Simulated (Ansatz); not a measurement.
A single-point calculation of Ga2O3 built on the corundum prototype with the plane-wave code Ansatz, at the level PBE. The cell was relaxed with r2SCAN and then strained (uniaxial -3.0 % along z, other directions held), with the atoms relaxed again with r2SCAN; k points keep the names of the unstrained zone.

```yaml
crystal:
  lattice:
    - [2.492259744, 1.4389068341, 4.3462246992]
    - [-2.492259744, 1.4389068341, 4.3462246992]
    - [0.0, -2.8778136682, 4.3462246992]
  atoms:
    - { symbol: Ga, position: [0.8566471406, 0.8566471406, 0.8566471406] }
    - { symbol: Ga, position: [0.3566471406, 0.3566471406, 0.3566471406] }
    - { symbol: Ga, position: [0.1433528594, 0.1433528594, 0.1433528594] }
    - { symbol: Ga, position: [0.6433528594, 0.6433528594, 0.6433528594] }
    - { symbol: O, position: [0.446817637, 0.053182363, 0.75] }
    - { symbol: O, position: [0.053182363, 0.75, 0.446817637] }
    - { symbol: O, position: [0.553182363, 0.946817637, 0.25] }
    - { symbol: O, position: [0.25, 0.553182363, 0.946817637] }
    - { symbol: O, position: [0.946817637, 0.25, 0.553182363] }
    - { symbol: O, position: [0.75, 0.446817637, 0.053182363] }
kpoints:
  mp_grid: { grid: [6, 6, 6] }
  band_path:
    path:
      - [0.0, 0.0, 0.0]
      - [0.5, 0.5, 0.5]
      - [0.764580087, 0.235419913, 0.5]
      - [0.5, -0.235419913, 0.235419913]
      - [0.5, 0.0, 0.0]
      - [0.3677099565, -0.3677099565, 0.0]
      - [0.6322900435, 0.0, 0.3677099565]
      - [0.5, 0.0, 0.5]
      - [0.0, 0.161458, -0.161458]
    npoints: 1
hamiltonian:
  xc: pbe
scf:
  occupations: { method: fermi_dirac, width: 0.02 }
  n_extra_bands: 6
output:
  forces: true
  stress: true
  eigenvalues: true
```

The output follows, shortened, with numbered blanks.
```
scf.n_extra_bands = 6 over 44 filled bands (N_el = 88.0): the run solves 50 bands
Pseudopotential: Ga, paw, valence charge 13, recommended cutoff 420 eV (normal)
Pseudopotential: O, paw, valence charge 6, recommended cutoff 420 eV (normal)
Functional definition: PBE
Crystal: 10 atoms, lattice volume = 93.517 Å³
Basis set: ecut = 420 eV, 1851 PW (Γ)
[1]
SCF 1 converged in 6 iterations: F = -18539.440478 eV  dr2 = 8.32e-8
SCF converged after 6 iterations
Free energy (F): -18539.440478 eV
[2]
--- Forces (eV/Å), atoms counted from 1 ---
[3]
--- Stress (GPa, compression-positive) ---
[4]
--- Band table (eV; the first three rows and the last of 32) ---
[5]
```

The rows of the band table are 0: (0, 0, 0) = Γ, 1: (0, 0, 1/6), 2: (0, 0, 1/3), 31: (-1/2, -1/2, -1/2) = T.

Q: Give the withheld lines. They hold the Fermi energy and the band table, the forces, the stress, the symmetry found.

A:
```
[1]
Symmetry: 12 space group operations
Space group: R-3c (ITA 167)
[2]
Fermi energy:    11.326385 eV
[3]
  atom   1  Ga      0.00000      0.00000      0.07806
  atom   2  Ga      0.00000      0.00000      0.07806
  atom   3  Ga      0.00000      0.00000    -0.07806
  atom   4  Ga      0.00000      0.00000    -0.07806
  atom   5  O       0.01971      0.00000      0.00000
  atom   6  O     -0.00986    -0.01707      0.00000
  atom   7  O     -0.01971      0.00000      0.00000
  atom   8  O       0.00986    -0.01707      0.00000
  atom   9  O       0.00986      0.01707      0.00000
  atom  10  O     -0.00986      0.01707      0.00000
[4]
       14.832052       0.000000       0.000000
        0.000000      14.832052       0.000000
        0.000000       0.000000      20.162387
  P = ⅓ Tr σ = 16.6088 GPa (166.088 kbar)
[5]
  k-point 0: bands = […, 9.2556, 9.3240, 9.3240, 9.4330, 9.4330, 9.5424, 12.8573, 16.6459, 16.8019, 18.6892, …]
  k-point 1: bands = […, 8.9855, 9.2115, 9.2152, 9.3571, 9.5135, 9.7071, 13.6846, 16.6995, 17.0467, 18.3493, …]
  k-point 2: bands = […, 8.6975, 8.8296, 8.9957, 9.1636, 9.5498, 9.7152, 15.1786, 16.5491, 17.1751, 17.6643, …]
  k-point 31: bands = […, 8.2473, 8.2473, 9.3502, 9.3502, 9.3502, 9.3502, 15.8797, 15.8797, 17.9806, 17.9806, …]
```
Only the leading digits can be foreseen; the rest is this run's record.

Command: `ansatz run input.yaml --threads 2 --pin off --max-ram 29491MiB --backend cpu --events-out ev --progress --plain --runs-dir out`.

Q: It took 4.4 s on 2 threads of AMD EPYC 7R13 Processor (Zen 3), with other jobs on the host. What peak of host memory did it reach?

A: About 0.57 GiB.

The values are computed, spin-unpolarised, and not measurements.
